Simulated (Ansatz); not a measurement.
**HfO2 with nitrogen replacing O: gradients before and after relaxing the atoms**

Start: a supercell of HfO2 (baddeleyite type, P2_1/c) built from a computed structure from the Materials Project (it need not be an observed phase), with all atoms left at the host's positions.

```cif
data_structure
_symmetry_space_group_name_H-M 'P 1'
_symmetry_Int_Tables_number 1
_cell_length_a 7.3734
_cell_length_b 6.6979
_cell_length_c 7.2443
_cell_angle_alpha 63.715
_cell_angle_beta 65.600
_cell_angle_gamma 61.751
_cell_volume 273.03
loop_
_atom_site_label
_atom_site_type_symbol
_atom_site_fract_x
_atom_site_fract_y
_atom_site_fract_z
_atom_site_occupancy
Hf1 Hf 0.44492 0.26299 0.01315 1
Hf2 Hf 0.94492 0.76299 0.51315 1
Hf3 Hf 0.51315 0.27895 0.44492 1
Hf4 Hf 0.01315 0.77895 0.94492 1
Hf5 Hf 0.05508 0.23701 0.48685 1
Hf6 Hf 0.55508 0.73701 0.98685 1
Hf7 Hf 0.98685 0.22105 0.05508 1
Hf8 Hf 0.48685 0.72105 0.55508 1
O9 O 0.63655 0.34202 0.10597 1
O10 O 0.13655 0.84202 0.60597 1
O11 O 0.10597 0.41545 0.13655 1
O12 O 0.60597 0.91545 0.63655 1
O13 O 0.86345 0.15798 0.39403 1
O14 O 0.36345 0.65798 0.89403 1
O15 O 0.39403 0.08455 0.36345 1
O16 O 0.89403 0.58455 0.86345 1
N17 N 0.30433 0.04193 0.02643 1
O18 O 0.80433 0.54193 0.52643 1
O19 O 0.02643 0.12731 0.80433 1
O20 O 0.52643 0.62731 0.30433 1
O21 O 0.19567 0.45807 0.47357 1
O22 O 0.69567 0.95807 0.97357 1
O23 O 0.47357 0.37269 0.69567 1
O24 O 0.97357 0.87269 0.19567 1
```

Atom numbers follow the list; atoms alike are taken as one site, whose name carries the number of the first.

All values are calculated (Ansatz; DFT, PBE, plane waves and PAW, scalar-relativistic, 420 eV cutoff, Γ-centred 3×3×3 k-points, Fermi–Dirac smearing 0.01 eV, cell charge -1), not measured.

The largest force at the start is 1.9 eV/Å. Relaxing the ions at fixed cell moves them by 0.193 Å at most (atom 24, O) and 0.088 Å rms. End positions:

```
CELL_PARAMETERS angstrom
-0.87617 5.15064 5.20295
4.21801 0.00000 5.20295
5.09418 5.15064 0.00000
ATOMIC_POSITIONS crystal
Hf 0.43948 0.25701 0.01194
Hf 0.94677 0.76288 0.51338
Hf 0.51723 0.27753 0.44004
Hf 0.01395 0.77895 0.94368
Hf 0.05849 0.23418 0.48446
Hf 0.54844 0.74288 0.98770
Hf 0.98966 0.21987 0.05666
Hf 0.48999 0.71954 0.55565
O 0.63117 0.34507 0.10477
O 0.14259 0.84239 0.59880
O 0.09517 0.42628 0.14599
O 0.60545 0.91442 0.63763
O 0.86038 0.15634 0.40124
O 0.35857 0.65899 0.89341
O 0.39882 0.08271 0.36525
O 0.90544 0.58300 0.85751
N 0.29685 0.02999 0.05090
O 0.80484 0.53014 0.54537
O 0.03754 0.12473 0.80071
O 0.55277 0.61819 0.30211
O 0.20048 0.46810 0.45669
O 0.70065 0.96894 0.95114
O 0.46181 0.37816 0.69337
O 0.94344 0.87972 0.20159
```

```tsv
site	atom	moved (Å)	first shell before	first shell after	V_zz before (10²¹ V/m²)	η before
Hf1	1	0.074	6 O at 2.03–2.24 Å, 1 N at 2.13 Å	6 O at 2.04–2.28 Å, 1 N at 2.09 Å	-16.88	0.97
Hf2	2	0.014	7 O at 2.03–2.24 Å	7 O at 2.04–2.23 Å	11.53	0.22
Hf3	3	0.037	7 O at 2.03–2.24 Å	7 O at 2.04–2.20 Å	12.03	0.03
Hf5	5	0.028	7 O at 2.03–2.24 Å	7 O at 2.03–2.22 Å	11.57	0.29
Hf6	6	0.046	6 O at 2.03–2.24 Å, 1 N at 2.04 Å	1 N at 2.01 Å, 6 O at 2.06–2.27 Å	-19.31	0.82
Hf7	7	0.024	1 N at 2.03 Å, 6 O at 2.04–2.24 Å	1 N at 2.00 Å, 6 O at 2.06–2.28 Å	-15.81	0.50
O9	9	0.038	4 Hf at 2.13–2.24 Å	4 Hf at 2.12–2.28 Å	1.27	0.66
O14	14	0.035	4 Hf at 2.13–2.24 Å	4 Hf at 2.15–2.28 Å	-1.34	0.97
O16	16	0.075	4 Hf at 2.13–2.24 Å	4 Hf at 2.14–2.27 Å	1.25	0.54
N	17	0.156	3 Hf at 2.03–2.13 Å	3 Hf at 2.00–2.09 Å	2.44	0.53
O18	18	0.125	3 Hf at 2.03–2.13 Å	3 Hf at 2.04–2.15 Å	1.26	0.93
O21	21	0.110	3 Hf at 2.03–2.13 Å	3 Hf at 2.04–2.17 Å	1.30	0.97
O22	22	0.142	3 Hf at 2.03–2.13 Å	3 Hf at 2.03–2.15 Å	0.68	0.76
O23	23	0.082	3 Hf at 2.03–2.13 Å	3 Hf at 2.04–2.13 Å	1.22	0.71
O24	24	0.193	3 Hf at 2.03–2.13 Å	3 Hf at 2.04–2.17 Å	1.56	0.83
```

Problem. What are V_zz and η after the relaxation?

Solution. 

```csv
site,atom,V_zz after,η after,change of V_zz
Hf1,1,-14.71,0.49,+2.17
Hf2,2,14.59,0.45,+3.06
Hf3,3,11.38,0.79,-0.65
Hf5,5,10.70,0.63,-0.87
Hf6,6,18.26,0.75,–
Hf7,7,-18.22,0.48,-2.41
O9,9,1.13,0.95,-0.14
O14,14,1.13,0.97,–
O16,16,-1.02,0.77,–
N,17,2.19,0.62,-0.25
O18,18,-1.76,0.68,–
O21,21,-1.65,0.57,–
O22,22,1.29,0.91,+0.61
O23,23,-1.22,0.97,–
O24,24,-1.80,0.74,–
```

The largest change of V_zz along a kept axis is on Hf2, from 11.53 to 14.59. The whole tensor moves most on Hf6, by 6.55 along its most changed direction. In per cent, |V_zz| changes by -13 to +27 on Hf, -12 to +90 on O, -10 on N (all sites that start above 0.5, bar those whose gradient vanishes or changes sign or whose main axis turns by over 40°). Where |V_zz| stays above 0.1 and the axes keep their order, η moves most on Hf3, from 0.03 to 0.79. On Hf6, O24, O14, O21, O18, O16, O23 the largest principal value lies along another axis in the second run, so the two V_zz can't be compared directly. The table leaves out 9 of the 24 sites, with |V_zz| up to 12.93; their tensors move by 2.99 at most along any direction. The statements above cover all sites. The host's own positions weren't relaxed first, so part of the change far from the defect can be the host's relaxation.

The defect repeats with the cell of 24 atoms, so it feels its images: sites between two images don't show the values beside a lone defect, and zeros or small values of η there can come from the images' arrangement. Hf and O carry a gradient in the pure host already, so the values there aren't the defect's effect alone. A uniform background compensates the cell's charge. Without spin–orbit coupling the gradients at and beside Hf can be off by some per cent, at some sites by more.
Before: The cell keeps the host's lattice, where the PBE pressure is 8 GPa (in a charged cell this depends on the convention for the mean potential). The neighbours have not yet relaxed around the defect (largest force 1.9 eV/Å), so a real crystal will differ.
After: The cell keeps the host's lattice, where the PBE pressure is 7 GPa (in a charged cell this depends on the convention for the mean potential).
